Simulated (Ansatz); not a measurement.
# In2Ni3S2: pressure against volume

In2Ni3S2, R-3m, a = 5.320 Å, c = 13.393 Å. The structure is a Materials Project entry; whether it is the stable form wasn't checked. Ansatz: PBEsol, PAW, 420 eV, Γ-centred 12×12×12 mesh on 7 atoms, Gaussian smearing 0.10 eV; no spin polarisation. Shape and atoms are relaxed at each volume; pressure is positive in compression.

```
V (Å³/atom) P (GPa)
     14.694     6.69
     15.163     3.02
     15.632     0.00
     16.101        ?
     16.570    -4.47
```

Question: Take V0 = 15.632 Å³/atom, fit the third-order Birch–Murnaghan form to the other rows, and predict the missing pressure.

Answer: With the Eulerian strain f = ½[(V0/V)^(2/3) − 1] and y = P/[3f(1 + 2f)^(5/2)], the form is the line y = B0 + 1.5 B0 (B0′ − 4) f. Rows (f, y): 0.02106, 95.5; 0.01026, 93.3; -0.01905, 86.2. Means f = 0.004090, y = 91.667; Σ(Δf)² = 0.0008615, ΣΔfΔy = 0.2016; the slope is their ratio. y = 90.71 + 234.0 f GPa, so B0 = 90.7 GPa and B0′ = 4 + 2 × (234.0)/(3 × 90.71) = 5.72. At V = 16.101, f = -0.00976, y = 88.43 and P = -2.46 GPa. The run gave -2.46 GPa, the same to the digits shown.

Cost: 5 runs of about 28 core-minutes in all, on Arm Neoverse V2 (shared hosts).